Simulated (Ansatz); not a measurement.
SnSe₂ in the CdI2-type structure, relaxed with r2SCAN+rVV10, was run in Ansatz under altered settings. All numbers are computed, without spin polarisation but where a row says otherwise.

```xyz
3
Lattice="3.8251 0.0000 0.0000 -1.9126 3.3127 0.0000 0.0000 0.0000 6.2271" Properties=species:S:1:pos:R:3 pbc="T T T"
Sn    0.0000    0.0000    0.0000
Se    0.0000    2.2085    1.5759
Se    1.9126    1.1042    4.6511
```

The base run's other keys:
```yaml
kpoints:
  mp_grid: { grid: [6, 6, 2] }
hamiltonian:
  xc: hse06
scf:
  occupations: { method: fixed }
  n_extra_bands: 4
```

It takes 18 iterations with 1545 plane waves at 420 eV and 14 k points, and leaves a mean stress of +0.08 GPa. The gap over this mesh is 1.415 eV. It ran on 4 threads of Intel(R) Xeon(R) 6975P-C (Granite Rapids), on a shared host.

Outcomes, with energy and stress as changes against the base:

| setting | outcome | ΔF (meV/atom) | Δ mean stress (GPa) | gap on the mesh (eV) | iterations | wall time |
| --- | --- | --- | --- | --- | --- | --- |
| PBE hybrid, exx coeff 0.15, unscreened | converged | – | +1.0 | 1.537 | 16 | 13 s |
| hamiltonian.xc: hf | converged | – | +1.2 | 6.690 | 27 | 19 s |
| PBE hybrid, exx coeff 0.35, unscreened | converged | – | -1.3 | 2.620 | 23 | 14 s |
| scf.exx.ecutfock_ratio: 2 | converged | 0.0 | 0.0 | 1.415 | 18 | 11 s |
| PBE hybrid, exx coeff -0.2, omega 0.1 1/Å | refused | – | – | – | – | 0.03 s |
| scf.occupations: methfessel_paxton 0.05 | converged | 0.0 | 0.0 | 1.415 | 18 | 13 s |

A dash marks a value that wasn't obtained or can't be compared. Stress is positive in compression. The base took 14 s. The base's mesh is coarse for a hybrid, so its own values aren't converged.

- PBE hybrid, exx coeff 0.15, unscreened. That is 15 % exact exchange, at all ranges, against HSE06's 25 % screened at 0.208 1/Å. The mean stress moves by +1.0 GPa and the gap on the mesh by +0.123 eV (to 1.537). Totals of different functionals aren't comparable.
- hamiltonian.xc: hf. The mean stress moves by +1.2 GPa and the gap on the mesh by +5.275 eV (to 6.690). It's another functional on the same cell, so totals aren't comparable.
- PBE hybrid, exx coeff 0.35, unscreened. That is 35 % exact exchange, at all ranges, against HSE06's 25 % screened at 0.208 1/Å. The mean stress moves by -1.3 GPa and the gap on the mesh by +1.206 eV (to 2.620). Totals of different functionals aren't comparable.
- PBE hybrid, exx coeff -0.2, omega 0.1 1/Å. The input is refused before any iteration. Error: invalid value for `hamiltonian.xc.exx.coeff`: must be finite and in (0, 1]; got -0.2

Within 1 meV an atom, 0.1 GPa and 0.005 eV of the base stay: scf.exx.ecutfock_ratio: 2; scf.occupations: methfessel_paxton 0.05.

Spin-orbit coupling is left out, which matters wherever the heavy atoms make up the band edges.

The stress of a hybrid is loosely converged in these runs.

The meshes of the hybrids are coarse, so their gaps aren't converged to the digits shown.
